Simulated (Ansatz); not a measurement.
Si2Mo:
```
Si2Mo
1.0
    4.58494     0.00000     0.00000
   -2.29247     3.97067     0.00000
    0.00000     0.00000     6.57694
Si Mo
6 3
Direct
  0.16386   0.83614   0.83333
  0.32771   0.16386   0.16667
  0.16386   0.32771   0.50000
  0.83614   0.16386   0.83333
  0.67229   0.83614   0.16667
  0.83614   0.67229   0.50000
  0.50000   0.00000   0.50000
  0.50000   0.50000   0.83333
  0.00000   0.50000   0.16667
```

Relaxed with r²SCAN. Special points in fractions of this cell's reciprocal vectors: Γ (0.000, 0.000, 0.000); M (0.500, 0.000, 0.000); K (0.333, 0.333, 0.000); A (0.000, 0.000, 0.500); L (0.500, 0.000, 0.500); H (0.333, 0.333, 0.500).

Task: List the band energies nearest the valence-band maximum at these points for r²SCAN with spin–orbit coupling (plane waves, PAW; program Ansatz).

Result: In eV from the valence-band maximum; about four levels below and three above (degenerate sets whole), none deeper than 8.9 eV; points with the same levels are listed once.

```json
[
 {"k": "Γ", "below": "-2.25 -2.25 -0.85 -0.85", "above": "2.22 2.22 2.53 2.53"},
 {"k": "M", "below": "-1.10 -1.10 -0.68 -0.68", "above": "0.15 0.15 0.85 0.85"},
 {"k": "K", "below": "-1.12 -1.12 -1.07 -0.90 -0.90", "above": "0.79 0.79 1.10 1.10"},
 {"k": "A", "below": "-0.76 -0.76 -0.74 -0.74", "above": "2.04 2.04 2.48 2.48"},
 {"k": "L", "below": "-1.28 -1.28 0.00 0.00", "above": "0.69 0.69 1.22 1.22"},
 {"k": "H", "below": "-1.48 -1.48 -0.60 -0.60", "above": "0.77 0.77 1.30 1.30 1.30"}
]
```

Space group P6_222. The workflow started from a Materials Project entry (that database holds measured and hypothetical structures alike); the Crystallography Open Database copy checked does not list it. It is not the phase usual at ambient conditions (space group No. 139). The cell was relaxed with r²SCAN under the symmetry of its start; phonons on a q-mesh show no instability. The run is not spin-polarised.

Potentials: the earlier of the program's two PAW sets.
